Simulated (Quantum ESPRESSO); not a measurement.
## Calculated data, HfTa₂O₆F₂ (made-up cell, one site empty), HfSiO₄ (made-up cell)

All values are calculated (Quantum ESPRESSO 7.5). Calculation on a made-up crystal cell, not a measurement: periodic Kohn-Sham density functional theory in plane waves with PseudoDojo standard norm-conserving scalar-relativistic pseudopotentials, each functional with its own files (v0.5 for PBE, v0.4.1 for LDA and PBEsol), no spin polarisation, no spin-orbit coupling, atoms not relaxed, stress positive in tension, energies less a fixed whole-eV offset for each atom's element; levels are Kohn-Sham levels at fractions of this cell's reciprocal vectors, counted from the reference band (half the neutral cell's valence electrons, rounded up) at Gamma; error bars cover cutoff and k-mesh only, not smearing or the files; each bar is the largest change over components, and at least 0.002 eV, 0.002 eV per angstrom or 0.02 GPa; added strain carries the atoms with the cell, and shear is the tensor component; no dispersion term; energies are for the whole cell, and the offsets were chosen from early runs and are not element reference energies.

Settings shared by all entries: functional pbe; cutoff 1143 eV; fermi dirac smearing 0.025 eV; scf tolerance 1e-07 eV; electrons removed 0.

Notes on all entries: the hafnium pseudopotential is less sure than the others, with forces about 3 percent (worst 6) and pressure in oxides about 1.5 GPa (worst 2.7) from a second method in checks, which the error bars do not cover.

(1) HfTa₂O₆F₂ (made-up cell, one site empty)

```
CELL_PARAMETERS angstrom
5.03110 -0.02230 0.06350
-0.02230 5.14970 -0.03850
0.06350 -0.03850 5.11340
ATOMIC_POSITIONS crystal
Ta 0.99339 0.00263 0.00036
Hf 0.49416 0.00367 0.50291
Ta 0.49126 0.50769 0.99774
O 0.25383 0.25257 0.25490
O 0.24452 0.25470 0.75222
F 0.25687 0.74677 0.23611
F 0.25399 0.74435 0.75389
O 0.74792 0.24445 0.24061
O 0.75268 0.24525 0.75049
O 0.75575 0.75570 0.25064
O 0.75638 0.74801 0.75243
```

* lattice type: fluorite
* empty site: 2
* k mesh: 4 x 4 x 4, shifted by half a step
* free energy less offsets: 10.94 eV
* scf iterations: 18
* smearing term minus ts: 0 eV
* pressure: -17.92 GPa
* stress xx: 15.62 GPa
* stress yy: 22.79 GPa
* stress zz: 15.33 GPa
* stress yz: -0.4137 GPa
* stress xz: 0.5464 GPa
* stress xy: 7.521 GPa
* reference band: 44
* error bar energy: 0.002 eV
* error bar stress: 0.04187 GPa
* error bar force: 0.006968 eV/Å
* error bar next band up: 0.003635 eV
* error bars from: tighter rerun of a related cell

Atoms:
```tsv
atoms element	atom site	atom energy offset (eV)
Ta	1	-1770
Hf	3	-1535
Ta	4	-1770
O	5	-452
O	6	-452
F	7	-677
F	8	-677
O	9	-452
O	10	-452
O	11	-452
O	12	-452
```

Forces:
```tsv
site	x (eV/Å)	y (eV/Å)	z (eV/Å)
1	-5.56	4.562	0.3058
3	3.437	3.344	-0.2372
4	4.737	-5.285	-0.3294
5	0.6777	-1.179	-1.828
6	0.9324	-1.081	1.928
7	-0.4294	0.2881	-0.2555
8	-0.08078	0.09943	0.3343
9	-0.2765	-0.7847	-1.888
10	-1.123	-0.992	1.661
11	-1.005	0.3983	-1.647
12	-1.309	0.6299	1.955
```

Levels:
```tsv
level k point	next band up (eV)
Gamma	0.738
(1/2,1/2,1/2)	0.8608
(0.15,0,0)	0.8336
(0,0.15,0)	0.832
(0,0,0.15)	0.8472
```

(2) HfTa₂O₆F₂ (made-up cell, one site empty)

```
CELL_PARAMETERS angstrom
5.03110 -0.02230 0.06350
-0.02230 5.14970 -0.03850
0.06350 -0.03850 5.11340
ATOMIC_POSITIONS crystal
Ta 0.99339 0.00263 0.00036
Hf 0.49416 0.00367 0.50291
Ta 0.49130 0.51795 0.99782
O 0.25383 0.25257 0.25490
O 0.24452 0.25470 0.75222
F 0.25687 0.74677 0.23611
F 0.25399 0.74435 0.75389
O 0.74792 0.24445 0.24061
O 0.75268 0.24525 0.75049
O 0.75575 0.75570 0.25064
O 0.75638 0.74801 0.75243
```

- lattice type: fluorite
- empty site: 2
- k mesh: 4 x 4 x 4, shifted by half a step
- free energy less offsets: 11.23 eV
- scf iterations: 18
- smearing term minus ts: 0 eV
- pressure: -17.48 GPa
- stress xx: 15.02 GPa
- stress yy: 22.74 GPa
- stress zz: 14.67 GPa
- stress yz: -0.4095 GPa
- stress xz: 0.6117 GPa
- stress xy: 7.861 GPa
- reference band: 44
- error bar energy: 0.002 eV
- error bar stress: 0.04187 GPa
- error bar force: 0.006968 eV/Å
- error bar next band up: 0.003635 eV
- error bars from: tighter rerun of a related cell

Atoms:
```tsv
atoms element	atom site	atom energy offset (eV)
Ta	1	-1770
Hf	3	-1535
Ta	4	-1770
O	5	-452
O	6	-452
F	7	-677
F	8	-677
O	9	-452
O	10	-452
O	11	-452
O	12	-452
```

Forces:
```tsv
site	x (eV/Å)	y (eV/Å)	z (eV/Å)
1	-5.486	5.34	0.3055
3	3.388	3.882	-0.2122
4	5.049	-5.736	-0.4031
5	0.658	-1.291	-1.792
6	0.8891	-1.19	1.901
7	-0.5582	0.2966	-0.1296
8	-0.1467	0.05846	0.2768
9	-0.1832	-0.9359	-1.84
10	-1.053	-1.126	1.605
11	-1.131	0.2278	-1.687
12	-1.426	0.4732	1.975
```

Levels:
```tsv
level k point	next band up (eV)
Gamma	0.6004
(1/2,1/2,1/2)	0.7285
(0.15,0,0)	0.6972
(0,0.15,0)	0.6881
(0,0,0.15)	0.7075
```

(3) HfTa₂O₆F₂ (made-up cell, one site empty)

```
CELL_PARAMETERS angstrom
5.03110 -0.02230 0.06350
-0.02230 5.14970 -0.03850
0.06350 -0.03850 5.11340
ATOMIC_POSITIONS crystal
Ta 0.99339 0.00263 0.00036
Hf 0.49416 0.00367 0.50291
Ta 0.49134 0.52647 0.99788
O 0.25383 0.25257 0.25490
O 0.24452 0.25470 0.75222
F 0.25687 0.74677 0.23611
F 0.25399 0.74435 0.75389
O 0.74792 0.24445 0.24061
O 0.75268 0.24525 0.75049
O 0.75575 0.75570 0.25064
O 0.75638 0.74801 0.75243
```

* lattice type: fluorite
* empty site: 2
* k mesh: 4 x 4 x 4, shifted by half a step
* free energy less offsets: 11.49 eV
* scf iterations: 18
* smearing term minus ts: 0 eV
* pressure: -16.97 GPa
* stress xx: 14.38 GPa
* stress yy: 22.56 GPa
* stress zz: 13.99 GPa
* stress yz: -0.4071 GPa
* stress xz: 0.6745 GPa
* stress xy: 8.125 GPa
* reference band: 44
* error bar energy: 0.002 eV
* error bar stress: 0.04187 GPa
* error bar force: 0.006968 eV/Å
* error bar next band up: 0.003635 eV
* error bars from: tighter rerun of this cell

Atoms:
```tsv
atoms element	atom site	atom energy offset (eV)
Ta	1	-1770
Hf	3	-1535
Ta	4	-1770
O	5	-452
O	6	-452
F	7	-677
F	8	-677
O	9	-452
O	10	-452
O	11	-452
O	12	-452
```

Forces:
```tsv
site	x (eV/Å)	y (eV/Å)	z (eV/Å)
1	-5.423	5.973	0.3049
3	3.347	4.323	-0.1922
4	5.335	-6.109	-0.4673
5	0.6376	-1.393	-1.755
6	0.8479	-1.293	1.872
7	-0.6847	0.3177	-0.00362
8	-0.2135	0.03512	0.2153
9	-0.1045	-1.07	-1.795
10	-0.9935	-1.243	1.554
11	-1.232	0.0985	-1.717
12	-1.516	0.3585	1.984
```

Levels:
```tsv
level k point	next band up (eV)
Gamma	0.48
(1/2,1/2,1/2)	0.6173
(0.15,0,0)	0.5774
(0,0.15,0)	0.562
(0,0,0.15)	0.5851
```

(4) HfSiO₄ (made-up cell)

```
CELL_PARAMETERS angstrom
4.68780 -0.02990 -0.02150
-0.02990 4.74410 -0.00080
-0.02790 -0.00100 6.05860
ATOMIC_POSITIONS crystal
Hf 0.99333 0.99049 0.99644
Si 0.50378 0.51028 0.25609
Hf 0.00584 0.00427 0.49667
Si 0.49038 0.49993 0.75044
O 0.30814 0.30630 0.01158
O 0.68972 0.68951 0.99874
O 0.80480 0.19037 0.25297
O 0.20752 0.81203 0.24791
O 0.29870 0.31149 0.50977
O 0.69067 0.68088 0.49013
O 0.80900 0.19421 0.75018
O 0.19358 0.80123 0.74965
```

* lattice type: rutile, doubled along c
* k mesh: 5 x 5 x 4, shifted by half a step
* free energy less offsets: 0.9835 eV
* scf iterations: 13
* smearing term minus ts: 0 eV
* pressure: -5.643 GPa
* stress xx: 5.017 GPa
* stress yy: 6.115 GPa
* stress zz: 5.798 GPa
* stress yz: 2.076 GPa
* stress xz: -0.9788 GPa
* stress xy: -6.421 GPa
* error bar energy: 0.002821 eV
* error bar stress: 0.03688 GPa
* error bar force: 0.002 eV/Å
* error bars from: tighter rerun of a related cell

Atoms:
```tsv
atoms element	atom site	atom energy offset (eV)
Hf	1	-1535
Si	2	-115
Hf	3	-1535
Si	4	-115
O	5	-452
O	6	-452
O	7	-452
O	8	-452
O	9	-452
O	10	-452
O	11	-452
O	12	-452
```

Forces:
```tsv
site	x (eV/Å)	y (eV/Å)	z (eV/Å)
1	0.393	0.8754	0.6174
2	-0.4032	-0.2598	-0.6561
3	-0.5474	-0.5317	0.0883
4	-0.2371	-0.2095	0.3435
5	2.402	2.676	-0.3386
6	-2.738	-2.831	-0.03619
7	-2.552	2.53	-0.4784
8	2.472	-2.859	0.3512
9	3.23	3.054	0.2392
10	-2.218	-1.996	0.1709
11	-2.741	2.464	-0.3054
12	2.94	-2.912	0.004284
```
